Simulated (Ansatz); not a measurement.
Geometry optimisation in Ansatz: input, command and trajectory.

```yaml
crystal:
  lattice:
    - [3.3422806057, -1.9066034585, 0.0]
    - [3.3422806057, 1.9066034585, 0.0]
    - [0.0, 0.0, 7.8967759826]
  atoms:
    - { symbol: Cl, position: [0.871987879, 0.128012121, 0.111496423] }
    - { symbol: Cl, position: [0.628012121, 0.371987879, 0.611496423] }
    - { symbol: Cl, position: [0.128012121, 0.871987879, 0.888503577] }
    - { symbol: Cl, position: [0.371987879, 0.628012121, 0.388503577] }
basis:
  ecutwfc: 420
kpoints:
  mp_grid: { grid: [8, 8, 4] }
hamiltonian:
  xc: pbesol
scf:
  occupations: { method: gaussian, width: 0.02 }
output:
  forces: true
  stress: true
  eigenvalues: true
  write_density: true
  write_potential: true
  elf: true
  volumetric_format: npy
relax:
  adjacent_minimum: "off"
  f_tol: 0.01
  max_steps: 30
  cell: { stress_tol: 0.1, fix: [volume] }
```

```bash
ansatz run input.yaml --threads 1 --pin off --max-ram 2560MiB --backend cpu --events-out ev --progress --plain --runs-dir out
```

The calculation used Ansatz 0.2.0, DFT PBEsol, scalar-relativistic, plane waves, PAW.

The volume is held at 0.94 times that of the relaxed cell.

Of 4 frames 3 are shown, positions in Å and forces in eV/Å; the SCF threshold varies from step to step. Steps run on the plane waves of an earlier cell, with a Pulay correction in the pressure. The basis is chosen afresh for the last frame, the zero of the energies, and at times for earlier ones too; energy and pressure step there, also at an unchanged geometry.

```xyz
4
Lattice="3.3423 -1.9066 0.0000 3.3423 1.9066 0.0000 0.0000 0.0000 7.8968" Properties=species:S:1:pos:R:3:forces:R:3 pbc="T T T" step=1 free_energy_over_end_meV_per_atom=2.47 pressure_GPa=1.41
Cl    3.3423   -1.4185    0.8805    0.0000    0.1780    0.2678
Cl    3.3423   -0.4881    4.8289    0.0000   -0.1780    0.2678
Cl    3.3423    1.4185    7.0163    0.0000   -0.1780   -0.2678
Cl    3.3423    0.4881    3.0679    0.0000    0.1780   -0.2678
4
Lattice="3.3111 -1.9076 0.0000 3.3111 1.9076 0.0000 0.0000 0.0000 7.9669" Properties=species:S:1:pos:R:3:forces:R:3 pbc="T T T" step=2 free_energy_over_end_meV_per_atom=0.19 pressure_GPa=0.54
Cl    3.3111   -1.4097    0.8851    0.0000    0.0106    0.0644
Cl    3.3111   -0.4979    4.8686    0.0000   -0.0106    0.0644
Cl    3.3111    1.4097    7.0818    0.0000   -0.0106   -0.0644
Cl    3.3111    0.4979    3.0983    0.0000    0.0106   -0.0644
4
Lattice="3.3015 -1.9150 0.0000 3.3015 1.9150 0.0000 0.0000 0.0000 7.9594" Properties=species:S:1:pos:R:3:forces:R:3 pbc="T T T" step=4 free_energy_over_end_meV_per_atom=0.00 pressure_GPa=0.40
Cl    3.3015   -1.4204    0.8895    0.0000   -0.0005   -0.0053
Cl    3.3015   -0.4946    4.8692    0.0000    0.0005   -0.0053
Cl    3.3015    1.4204    7.0699    0.0000    0.0005    0.0053
Cl    3.3015    0.4946    3.0902    0.0000   -0.0005    0.0053
```

It took 62 s on 1 thread of Intel(R) Xeon(R) Processor @ 2.50GHz (Skylake/Cascade Lake), with other jobs on the host, peak memory 0.43 GiB.

The cell holds molecules, and where no dispersion correction was added their binding is poorly described.